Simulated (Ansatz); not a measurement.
Ansatz input

```yaml
crystal:
  lattice:
    - [0.0, 2.5075087123, 2.5075087123]
    - [2.5075087123, 0.0, 2.5075087123]
    - [2.5075087123, 2.5075087123, 0.0]
  atoms:
    - { symbol: Co, position: [0.125, 0.125, 0.125], spin: -1.736 }
    - { symbol: Co, position: [0.875, 0.875, 0.875], spin: -1.736 }
hamiltonian:
  xc: blyp
  pseudopotentials:
    kind: paw
    azcp:
      Co: "pseudopotentials/Co.paw.azcp"
basis:
  ecutwfc: 420
  fft_grid_basis: typed
kpoints:
  mp_grid: { grid: [12, 12, 12], shift: [0, 0, 0] }
magnetization:
  spin_polarized: true
scf:
  occupations: { method: fermi_dirac, width: 0.05 }
  lower_state_search: "off"
output:
  stress: true
  write_density: true
  write_potential: true
  elf: true
  volumetric_format: npy
```

Output

```
Engine: ansatz 0.2.0, aarch64-unknown-linux-gnu
Pseudopotentials: kind: paw
Pseudopotential: Co, paw, valence charge 17, recommended cutoff 420 eV (normal) 
Functional definition: BLYP
  parameter beta = 0.0042
  parameter a = 0.04918
  parameter b = 0.132
  parameter c = 0.2533
  parameter d = 0.349
  exchange = b88_x(beta = beta)
  correlation = lyp_c(a = a, b = b, c = c, d = d)
Crystal: 2 atoms, lattice volume = 31.532 Å³
Basis set: ecut = 420 eV, 609 PW (Γ), exchange–correlation on 48×48×48 points (8 copies of the dense FFT grid, shifted against one another)
Bands: 23, of which v1, the nominal top of the filled ones, is band 17 counted from 1 (16 counted from 0)
Symmetry: 48 space group operations
Space group: Fd-3m (ITA 227), of the structure as read, at distance tolerance 3.2e-5 Å
Magnetic group: BNS 227.128 (UNI 1630), of the structure as read, at distance tolerance 3.2e-5 Å
k-points: 72 of 1728
Non-local potential: Co, projectors of the file, l = 0: 3, l = 1: 2, l = 2: 3, l = 3: 1
PAW form: soft (Blöchl's): semilocal exchange-correlation on the pseudo side does not see the compensation charge
PAW frozen core: Co, regenerated for the run's functional, and the local potential with it (the file was generated under x = pbe(κ = 0.804, μ = 0.2195149727645171), c = pbe(β = 0.06672455060314922))
PAW one-centre angular grid: Co, 590 points (default); XC on 64 Gauss nodes
Initial density: superposition of atomic densities (chi_scale 0.1, normalization cell)
Starting moments: Σ|m| = 3.472 μB on 2 of 2 sites
Initial wavefunctions: pseudopotential atomic-orbital guess
Functional: x = b88, c = lyp
SCF iter   1: F=—  HF=-10267.033512 eV  |F-HF|=—  |Δ(HF+E_count)|=         —  Δρ=6.45e-2 (↑4.11e-2 ↓6.45e-2)  dr2=2.90e0  dr2_m=1.24e-1  M=-3.096 μB ∫|m|=3.136 μB  β_m=1.00  ethr=3.10e-3  ⟨swp⟩=5.5  Hψ=13011  notcnv=0
spin=Collinear: Kerker preconditioning applied to the charge; magnetization (m = ρ↑ − ρ↓) channel mixes plain (no charge-response kernel on spin).
SCF iter   2: F=—  HF=-10266.719059 eV  |F-HF|=—  |Δ(HF+E_count)|=   3.14e-1  Δρ=2.07e-2 (↑1.87e-2 ↓2.07e-2)  dr2=5.44e-1  dr2_m=2.02e-2  M=-3.115 μB ∫|m|=3.232 μB  β_m=1.00  ethr=3.10e-3  ⟨swp⟩=2.1  Hψ=6409  notcnv=0  defer=39
SCF iter   3: F=—  HF=-10266.633137 eV  |F-HF|=—  |Δ(HF+E_count)|=   8.59e-2  Δρ=1.44e-2 (↑1.33e-2 ↓1.44e-2)  dr2=3.04e-1  dr2_m=4.33e-3  M=-3.156 μB ∫|m|=3.291 μB  β_m=1.00  ethr=1.60e-3  ⟨swp⟩=1.4  Hψ=3537  notcnv=0  defer=50
SCF iter   4: F=—  HF=-10266.528880 eV  |F-HF|=—  |Δ(HF+E_count)|=   1.04e-1  Δρ=8.08e-3 (↑8.08e-3 ↓3.95e-3)  dr2=2.11e-2  dr2_m=3.22e-3  M=-3.198 μB ∫|m|=3.345 μB  β_m=1.00  ethr=8.95e-4  ⟨swp⟩=2.7  Hψ=5501  notcnv=0  defer=54
SCF iter   5: F=—  HF=-10266.552067 eV  |F-HF|=—  |Δ(HF+E_count)|=   2.32e-2  Δρ=6.16e-3 (↑6.16e-3 ↓3.19e-3)  dr2=1.44e-2  dr2_m=1.37e-3  M=-3.228 μB ∫|m|=3.381 μB  β_m=1.00  ethr=6.20e-5  ⟨swp⟩=1.8  Hψ=4407  notcnv=0  defer=54
SCF iter   6: F=—  HF=-10266.570157 eV  |F-HF|=—  |Δ(HF+E_count)|=   1.81e-2  Δρ=2.27e-3 (↑1.33e-3 ↓2.27e-3)  dr2=3.80e-4  dr2_m=7.46e-4  M=-3.247 μB ∫|m|=3.405 μB  β_m=1.00  ethr=4.22e-5  ⟨swp⟩=2.0  Hψ=6478  notcnv=0  defer=54
SCF iter   7: F=—  HF=-10266.577501 eV  |F-HF|=—  |Δ(HF+E_count)|=   7.34e-3  Δρ=2.31e-3 (↑8.24e-4 ↓2.31e-3)  dr2=4.22e-4  dr2_m=5.63e-4  M=-3.265 μB ∫|m|=3.426 μB  β_m=0.30  ethr=1.12e-6  ⟨swp⟩=2.0  Hψ=5970  notcnv=0  defer=54
Mixer restart at iter 7: flushing history
spin-set hold released at iteration 7 (site moments contracting): the magnetisation degrees of freedom join the quasi-Newton model from the next iteration; the mixer history was flushed
SCF iter   8: F=—  HF=-10266.583806 eV  |F-HF|=—  |Δ(HF+E_count)|=   6.31e-3  Δρ=2.76e-3 (↑1.23e-3 ↓2.76e-3)  dr2=4.16e-4  dr2_m=1.08e-3  M=-3.277 μB ∫|m|=3.441 μB  β_m=0.52  ethr=1.12e-6  ⟨swp⟩=2.0  Hψ=5960  notcnv=0  defer=54
SCF iter   9: F=—  HF=-10266.591522 eV  |F-HF|=—  |Δ(HF+E_count)|=   7.72e-3  Δρ=2.09e-3 (↑1.77e-3 ↓2.09e-3)  dr2=4.53e-5  dr2_m=1.07e-3  M=-3.320 μB ∫|m|=3.492 μB  β_m=0.82  ethr=1.12e-6  ⟨swp⟩=2.0  Hψ=6127  notcnv=0  defer=54
SCF iter  10: F=—  HF=-10266.591850 eV  |F-HF|=—  |Δ(HF+E_count)|=   3.28e-4  Δρ=6.14e-4 (↑6.14e-4 ↓1.63e-4)  dr2=5.27e-5  dr2_m=4.14e-5  M=-3.340 μB ∫|m|=3.517 μB  β_m=0.91  ethr=1.33e-7  ⟨swp⟩=2.2  Hψ=5816  notcnv=0  defer=54
SCF iter  11: F=—  HF=-10266.591909 eV  |F-HF|=—  |Δ(HF+E_count)|=   5.84e-5  Δρ=2.07e-4 (↑1.83e-4 ↓2.07e-4)  dr2=1.72e-5  dr2_m=6.66e-8  M=-3.344 μB ∫|m|=3.521 μB  β_m=0.81  ethr=1.33e-7  ⟨swp⟩=2.3  Hψ=5681  notcnv=0  defer=54
SCF iter  12: F=—  HF=-10266.591914 eV  |F-HF|=—  |Δ(HF+E_count)|=   5.08e-6  Δρ=1.14e-4 (↑8.57e-5 ↓1.14e-4)  dr2=8.77e-6  dr2_m=6.33e-8  M=-3.344 μB ∫|m|=3.521 μB  β_m=0.64  ethr=5.06e-8  ⟨swp⟩=2.0  Hψ=5747  notcnv=0  defer=54
SCF iter  13: F=—  HF=-10266.591911 eV  |F-HF|=—  |Δ(HF+E_count)|=   2.09e-6  Δρ=2.23e-5 (↑2.23e-5 ↓1.40e-5)  dr2=2.19e-7  dr2_m=3.41e-8  M=-3.344 μB ∫|m|=3.521 μB  β_m=0.82  ethr=2.58e-8  ⟨swp⟩=2.0  Hψ=4400  notcnv=0  defer=54
iter 14 met the thresholds in force, and the SCF goes on: an eigenvalue changes by 1.19 meV, over its tolerance of 0.50 meV (output.eigenvalues, Limitations)
SCF iter  14: F=-10266.591912 eV  HF=-10266.591912 eV  |F-HF|=4.63e-8  |Δ(HF+E_count)|=   2.37e-7  Δρ=8.42e-6 (↑5.26e-6 ↓8.42e-6)  dr2=9.09e-8  dr2_m=2.06e-9  M=-3.344 μB ∫|m|=3.521 μB  β_m=0.91  ethr=2.94e-10  ⟨swp⟩=10.0  Hψ=20628  notcnv=0
SCF iter  15: F=-10266.591912 eV  HF=-10266.591912 eV  |F-HF|=3.09e-9  |Δ(HF+E_count)|=   1.87e-8  Δρ=2.21e-6 (↑2.21e-6 ↓1.84e-6)  dr2=6.49e-9  dr2_m=1.91e-11  M=-3.344 μB ∫|m|=3.521 μB  ethr=2.67e-10  ⟨swp⟩=5.3  Hψ=18200  notcnv=0
SCF 1 converged in 15 iterations: F = -10266.591912 eV  dr2 = 6.49e-9
SCF converged after 15 iterations
an eigenvalue changed by more than its tolerance at an iteration that met the thresholds in force, so the SCF went on 1 time: the last check found none over its tolerance
Magnetization: -3.3435 μB (15.3282 up, 18.6718 down)
Absolute magnetization: 3.5226 μB (∫|ρ↑−ρ↓|, with the PAW one-centre terms)
Spin contamination: 0.0564 ħ² per cell (⟨S²⟩ above its minimum at these occupations)
Per-site moments (μB) at R_I (Å): [(-1.673295078633464, 0.8957710760883244), (-1.673295078633464, 0.8957710760883244)]
Free energy (F): -10266.591912 eV
Harris-Foulkes:  -10266.591912 eV  (|F-HF|=3.09e-9)
Internal energy: -10266.573146 eV  (E = F + TS)
E sigma→0 (E₀):  -10266.582529 eV
Entropy (-TS):   -0.018766 eV (-9.383 meV/atom)
Fermi energy:    11.859381 eV
--- Per-component energies (eV) ---
  E_band       = -708.394047
  E_kinetic    = 911.302108
  E_local      = -7359.276992  (includes V_loc(G=0)·N_el)
  E_nonlocal   = 914.549931
  E_hartree    = 3110.192957
  E_xc         = -313.070012
  E_vxc        = -402.194151  (∫ρ·V_xc dr)
  E_paw        = -3060.281653  (= ΣΔE_a)
  E_vpaw       = -993.168618  (= ΣTr[D̂ρ^β])
  E_aug_tail   = 0.000111  (compensation charges beyond the density's cutoff)
  E_ewald      = -4470.003776
  E_core_change = 0.014181  (= ΣΔE_core)
  E_smearing   = -0.018766  (= −TS)
  E_closure    = -0.000000  (closes the sum)
  Σ components = -10266.591912   (vs F -10266.591912, Δ=0.00e0)
--- Stress (GPa, compression-positive) ---
        9.046395      -0.000000       0.000000
        0.000000       9.046395      -0.000000
        0.000000      -0.000000       9.046395
  P = ⅓ Tr σ = 9.0464 GPa (90.464 kbar)
--- Band table (eV; the first three rows and the last of 144) ---
  k-point 0 ↑: bands = ["-81.7829", "-81.5783", "-45.3023", "-45.3023", "-45.3023", "-44.9476", "-44.9476", "-44.9476", "5.4509", "10.0330", "10.0330", "10.0663", "10.0663", "10.0663", "11.8504", "11.8504", "11.8504", "13.3562", "13.3562", "24.9144", "24.9144", "24.9144", "25.2713"]
  k-point 1 ↑: bands = ["-81.7803", "-81.5809", "-45.3050", "-45.3050", "-45.3015", "-44.9489", "-44.9450", "-44.9450", "5.5823", "9.9054", "9.9054", "10.0723", "10.2265", "10.2265", "11.7826", "11.8462", "11.8462", "13.3518", "13.3518", "22.6994", "24.0726", "24.0726", "26.1278"]
  k-point 2 ↑: bands = ["-81.7728", "-81.5882", "-45.3122", "-45.3122", "-45.2995", "-44.9524", "-44.9379", "-44.9379", "5.9695", "9.8203", "9.8203", "10.0963", "10.3858", "10.3858", "11.5881", "11.8571", "11.8571", "13.3341", "13.3341", "20.2827", "23.2017", "23.2017", "25.7833"]
  k-point 71 ↓: bands = ["-83.7391", "-83.7391", "-47.3541", "-47.3541", "-47.1212", "-47.1212", "-46.8854", "-46.8854", "8.0019", "8.0019", "8.9834", "8.9834", "9.4839", "9.4839", "9.8012", "9.8012", "11.6307", "11.6307", "13.8091", "13.8091", "14.8749", "14.8749", "26.1498"]
```
